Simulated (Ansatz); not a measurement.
## InSn2Br5: checking a database structure before trusting its electric field gradients

The cell is a computed structure from the Materials Project (it need not be an observed phase), atoms as given.

```
In Sn Br
1.0
    -4.19887    4.19887    7.30946
     4.19887   -4.19887    7.30946
     4.19887    4.19887   -7.30946
In Sn Br
2 4 10
Direct
  0.25000 0.25000 0.00000
  0.75000 0.75000 0.00000
  0.17833 0.32167 0.50000
  0.67833 0.17833 0.85665
  0.82167 0.67833 0.50000
  0.32167 0.82167 0.14335
  0.69970 0.19970 0.17337
  0.97367 0.47367 0.17337
  0.30030 0.80030 0.82663
  0.80030 0.97367 0.50000
  0.47367 0.30030 0.50000
  0.19970 0.02633 0.50000
  0.00000 0.00000 0.00000
  0.50000 0.50000 0.00000
  0.02633 0.52633 0.82663
  0.52633 0.69970 0.50000
```

Atoms are numbered from 1 in the order listed; like atoms form one site, named after its first atom.

All values are calculated (Ansatz; DFT, PBE, plane waves and PAW, scalar-relativistic, 420 eV cutoff, Γ-centred 5×5×5 k-points, Fermi–Dirac smearing 0.02 eV), not measured.

Task: Do the atoms and the cell lie near the calculated equilibrium?

Result: Nearly. The largest force is 0.20 eV/Å, on atom 3 (Sn: 8 Br at 2.75–3.50 Å), and the pressure is 0.8 GPa. Relaxing the atoms is still advisable, since electric field gradients respond to shifts of a few hundredths of an ångström.
